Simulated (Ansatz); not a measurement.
# Notes on PbAu$_{3}$

```xyz
8
Lattice="0.0000 0.0000 6.8022 5.5913 -3.9303 3.4011 5.5913 3.9303 -3.4011" Properties=species:S:1:pos:R:3 pbc="T T T"
Au    5.5913    0.0000    0.0000
Au    2.7957    1.9651    1.7005
Au    2.7957    1.9651   -1.7005
Au    2.7957   -1.9651    5.1016
Au    2.7957   -1.9651    1.7005
Pb    0.0000    0.0000    3.4011
Pb    0.0000    0.0000    0.0000
Au    5.5913    0.0000    3.4011
```

Level: r2SCAN, no spin polarisation; 500 eV; 7×7×7 Γ-centred mesh; fermi-dirac occupations (width 0.1 eV); Ansatz 0.2.0, fixed geometry.

Contacts: Au–Au at 3.40 Å: least valence density 0.11 e/Å³ and ELF 0.14 there. Pb–Pb at 3.40 Å: least valence density 0.14 e/Å³ and ELF 0.33 there. Au–Pb at 3.82 Å: least valence density 0.06 e/Å³ and ELF 0.10 there. These are pseudo-fields; inside the PAW spheres they differ from the all-electron ones.
Formation energy: 1.23 eV an atom against the elements' usual phases (free molecules for gases, crystals otherwise, with no correction for O₂ or N₂), so at this geometry it isn't bound against them. Relaxing would lower it.
Charges: Bader charges in e: Pb +0.59, Au -0.24 to -0.12. In the mean Pb gives up most and Au takes most.
Electronic structure: It is a metal, with about 4 states/eV a cell as the mean within 0.25 eV of the Fermi level, mostly Au s (50 %) and Pb p (33 %).

Origin: a known structure type with other elements, at an estimated volume, so it need not be a known compound.
